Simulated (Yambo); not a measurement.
Absorption of Na2CO3 (space group C2/m, No. 12) with and without the electron-hole interaction (Yambo, LDA bands; 4×4×4 mesh, 15 valence and 9 conduction bands, static screening with 89 bands and a 3 Ry block, scissor 3.28 eV, Tamm-Dancoff; field along x). Axes are Cartesian, with cell vectors (Å) (4.39, -2.63, 0.00), (4.39, 2.63, 0.00), (-1.35, 0.00, 5.77).

```json
[
 {"E (eV)": "3.65", "Im ε, BSE": "0.03", "Im ε, independent quasiparticles": "0.01"},
 {"E (eV)": "3.75", "Im ε, BSE": "0.03", "Im ε, independent quasiparticles": "0.01"},
 {"E (eV)": "3.85", "Im ε, BSE": "0.03", "Im ε, independent quasiparticles": "0.01"},
 {"E (eV)": "3.95", "Im ε, BSE": "0.03", "Im ε, independent quasiparticles": "0.01"},
 {"E (eV)": "4.05", "Im ε, BSE": "0.03", "Im ε, independent quasiparticles": "0.01"},
 {"E (eV)": "4.15", "Im ε, BSE": "0.03", "Im ε, independent quasiparticles": "0.01"},
 {"E (eV)": "4.25", "Im ε, BSE": "0.04", "Im ε, independent quasiparticles": "0.01"},
 {"E (eV)": "4.35", "Im ε, BSE": "0.04", "Im ε, independent quasiparticles": "0.01"},
 {"E (eV)": "4.45", "Im ε, BSE": "0.04", "Im ε, independent quasiparticles": "0.01"},
 {"E (eV)": "4.55", "Im ε, BSE": "0.04", "Im ε, independent quasiparticles": "0.01"},
 {"E (eV)": "4.65", "Im ε, BSE": "0.04", "Im ε, independent quasiparticles": "0.02"},
 {"E (eV)": "4.75", "Im ε, BSE": "0.05", "Im ε, independent quasiparticles": "0.02"},
 {"E (eV)": "4.85", "Im ε, BSE": "0.05", "Im ε, independent quasiparticles": "0.02"},
 {"E (eV)": "4.95", "Im ε, BSE": "0.05", "Im ε, independent quasiparticles": "0.02"},
 {"E (eV)": "5.05", "Im ε, BSE": "0.06", "Im ε, independent quasiparticles": "0.02"},
 {"E (eV)": "5.15", "Im ε, BSE": "0.06", "Im ε, independent quasiparticles": "0.02"},
 {"E (eV)": "5.25", "Im ε, BSE": "0.07", "Im ε, independent quasiparticles": "0.02"},
 {"E (eV)": "5.35", "Im ε, BSE": "0.07", "Im ε, independent quasiparticles": "0.02"},
 {"E (eV)": "5.45", "Im ε, BSE": "0.08", "Im ε, independent quasiparticles": "0.02"},
 {"E (eV)": "5.55", "Im ε, BSE": "0.09", "Im ε, independent quasiparticles": "0.02"},
 {"E (eV)": "5.65", "Im ε, BSE": "0.09", "Im ε, independent quasiparticles": "0.02"},
 {"E (eV)": "5.75", "Im ε, BSE": "0.10", "Im ε, independent quasiparticles": "0.02"},
 {"E (eV)": "5.85", "Im ε, BSE": "0.11", "Im ε, independent quasiparticles": "0.02"},
 {"E (eV)": "5.95", "Im ε, BSE": "0.13", "Im ε, independent quasiparticles": "0.02"},
 {"E (eV)": "6.05", "Im ε, BSE": "0.14", "Im ε, independent quasiparticles": "0.03"},
 {"E (eV)": "6.15", "Im ε, BSE": "0.16", "Im ε, independent quasiparticles": "0.03"},
 {"E (eV)": "6.25", "Im ε, BSE": "0.19", "Im ε, independent quasiparticles": "0.03"},
 {"E (eV)": "6.35", "Im ε, BSE": "0.22", "Im ε, independent quasiparticles": "0.03"},
 {"E (eV)": "6.45", "Im ε, BSE": "0.26", "Im ε, independent quasiparticles": "0.03"},
 {"E (eV)": "6.55", "Im ε, BSE": "0.31", "Im ε, independent quasiparticles": "0.03"},
 {"E (eV)": "6.65", "Im ε, BSE": "0.38", "Im ε, independent quasiparticles": "0.03"},
 {"E (eV)": "6.75", "Im ε, BSE": "0.48", "Im ε, independent quasiparticles": "0.04"},
 {"E (eV)": "6.85", "Im ε, BSE": "0.64", "Im ε, independent quasiparticles": "0.04"},
 {"E (eV)": "6.95", "Im ε, BSE": "0.93", "Im ε, independent quasiparticles": "0.04"},
 {"E (eV)": "7.05", "Im ε, BSE": "1.43", "Im ε, independent quasiparticles": "0.04"},
 {"E (eV)": "7.15", "Im ε, BSE": "1.99", "Im ε, independent quasiparticles": "0.05"},
 {"E (eV)": "7.25", "Im ε, BSE": "2.64", "Im ε, independent quasiparticles": "0.05"},
 {"E (eV)": "7.35", "Im ε, BSE": "4.03", "Im ε, independent quasiparticles": "0.05"},
 {"E (eV)": "7.45", "Im ε, BSE": "5.04", "Im ε, independent quasiparticles": "0.06"},
 {"E (eV)": "7.55", "Im ε, BSE": "5.60", "Im ε, independent quasiparticles": "0.06"},
 {"E (eV)": "7.65", "Im ε, BSE": "6.80", "Im ε, independent quasiparticles": "0.07"},
 {"E (eV)": "7.75", "Im ε, BSE": "7.84", "Im ε, independent quasiparticles": "0.07"},
 {"E (eV)": "7.85", "Im ε, BSE": "7.00", "Im ε, independent quasiparticles": "0.08"},
 {"E (eV)": "7.95", "Im ε, BSE": "4.61", "Im ε, independent quasiparticles": "0.09"},
 {"E (eV)": "8.05", "Im ε, BSE": "3.04", "Im ε, independent quasiparticles": "0.11"},
 {"E (eV)": "8.15", "Im ε, BSE": "2.42", "Im ε, independent quasiparticles": "0.13"},
 {"E (eV)": "8.25", "Im ε, BSE": "2.30", "Im ε, independent quasiparticles": "0.16"},
 {"E (eV)": "8.35", "Im ε, BSE": "2.40", "Im ε, independent quasiparticles": "0.17"},
 {"E (eV)": "8.45", "Im ε, BSE": "2.20", "Im ε, independent quasiparticles": "0.18"},
 {"E (eV)": "8.55", "Im ε, BSE": "1.79", "Im ε, independent quasiparticles": "0.20"},
 {"E (eV)": "8.65", "Im ε, BSE": "1.70", "Im ε, independent quasiparticles": "0.25"},
 {"E (eV)": "8.75", "Im ε, BSE": "1.61", "Im ε, independent quasiparticles": "0.31"},
 {"E (eV)": "8.85", "Im ε, BSE": "1.36", "Im ε, independent quasiparticles": "0.40"},
 {"E (eV)": "8.95", "Im ε, BSE": "1.24", "Im ε, independent quasiparticles": "0.52"},
 {"E (eV)": "9.05", "Im ε, BSE": "1.18", "Im ε, independent quasiparticles": "0.61"},
 {"E (eV)": "9.15", "Im ε, BSE": "1.09", "Im ε, independent quasiparticles": "0.65"},
 {"E (eV)": "9.25", "Im ε, BSE": "1.08", "Im ε, independent quasiparticles": "0.71"},
 {"E (eV)": "9.35", "Im ε, BSE": "1.22", "Im ε, independent quasiparticles": "0.83"},
 {"E (eV)": "9.45", "Im ε, BSE": "1.37", "Im ε, independent quasiparticles": "1.05"},
 {"E (eV)": "9.55", "Im ε, BSE": "1.45", "Im ε, independent quasiparticles": "1.28"},
 {"E (eV)": "9.65", "Im ε, BSE": "1.60", "Im ε, independent quasiparticles": "1.62"},
 {"E (eV)": "9.75", "Im ε, BSE": "1.46", "Im ε, independent quasiparticles": "2.13"},
 {"E (eV)": "9.85", "Im ε, BSE": "1.27", "Im ε, independent quasiparticles": "2.87"},
 {"E (eV)": "9.95", "Im ε, BSE": "1.15", "Im ε, independent quasiparticles": "3.65"},
 {"E (eV)": "10.05", "Im ε, BSE": "1.14", "Im ε, independent quasiparticles": "4.38"},
 {"E (eV)": "10.15", "Im ε, BSE": "1.06", "Im ε, independent quasiparticles": "4.92"},
 {"E (eV)": "10.25", "Im ε, BSE": "1.10", "Im ε, independent quasiparticles": "5.38"},
 {"E (eV)": "10.35", "Im ε, BSE": "1.13", "Im ε, independent quasiparticles": "5.84"},
 {"E (eV)": "10.45", "Im ε, BSE": "1.24", "Im ε, independent quasiparticles": "5.94"},
 {"E (eV)": "10.55", "Im ε, BSE": "1.16", "Im ε, independent quasiparticles": "5.77"}
]
```

The scissor comes from a G0W0 run whose convergence isn't established. Broadening 0.15 eV. The band window holds all transitions up to 13.9 eV. Fine structure above the onset can come from the mesh.

Geometry of the Materials Project entry, not relaxed at this level; primitive cell a = 5.1207 Å, b = 5.1207 Å, c = 5.9217 Å, α = 101.29°, β = 101.29°, γ = 61.87°.
